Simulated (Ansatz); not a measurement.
Slab of hcp Co (10-10), 8 layers

The slab is cut from the hcp crystal, the stable phase, as relaxed on PAW files (10.86 Å³/atom), with 16 Å of vacuum and a dipole correction:

```
CELL_PARAMETERS angstrom
2.49304 0.00000 0.00000
0.00000 4.03693 0.00000
0.00000 0.00000 23.19680
ATOMIC_POSITIONS crystal
Co 0.00000 0.75000 0.34488
Co 0.50000 0.25000 0.37590
Co 0.50000 0.75000 0.43795
Co 0.00000 0.25000 0.46898
Co 0.00000 0.75000 0.53102
Co 0.50000 0.25000 0.56205
Co 0.50000 0.75000 0.62410
Co 0.00000 0.25000 0.65512
```

Computed with Ansatz 0.2.0; functional PBE, scalar-relativistic. Settings: a Γ-centred 15×9×1 k mesh, Fermi–Dirac smearing of 0.1 eV, spin-polarised from start moments Co1 1.7, Co2 1.7, Co3 1.7, Co4 1.7, Co5 1.7, Co6 1.7, Co7 1.7, Co8 1.7 μB. Methods: LAPW: all electrons, basis error target 1 meV/atom; PAW: frozen-core files, cutoff 420 eV.

The bulk energy comes from a cell in the slab's orientation on a 15×9×9 mesh. The surface energy is (E(slab) − N·E(bulk))/2A at zero smearing, the mean of both faces; thin slabs carry quantum-size effects.

The magnetic state is the one reached from the start moments; other orders weren't searched.

Q: As cut, the LAPW slab lies 2.923 eV above 8 atoms of bulk. What surface energy is that?

A: Over two faces of 10.06 Å² it is 145.2 meV/Å², and times 16.02 J/m² per eV/Å² that gives γ = 2.326 J/m².

Q: What do relaxation and the other method give, and what work function comes out?

A: 

| method | γ as cut (J/m²) | γ relaxed (J/m²) | Φ as cut (eV) | Φ relaxed (eV) |
| --- | --- | --- | --- | --- |
| LAPW | 2.326 | 2.290 | 4.68 | 4.74 |
| PAW | 2.327 | 2.291 | 4.68 | 4.74 |

Q: How do the spacings between the planes relax (positions relaxed on PAW files)?

A: From the bottom face up: d12 -14.0 % of 0.720 Å, d23 +1.3 % of 1.439 Å, d34 -2.5 % of 0.720 Å, d45 +2.0 % of 1.439 Å, d56 -2.5 % of 0.720 Å, d67 +1.3 % of 1.439 Å, d78 -14.0 % of 0.720 Å.

Q: How do the moments vary through the slab?

A: Co1 1.86, Co2 1.73, Co3 1.70, Co4 1.69, Co5 1.69, Co6 1.70, Co7 1.73, Co8 1.86 μB in the LAPW spheres; the bulk has Co 1.67 μB.
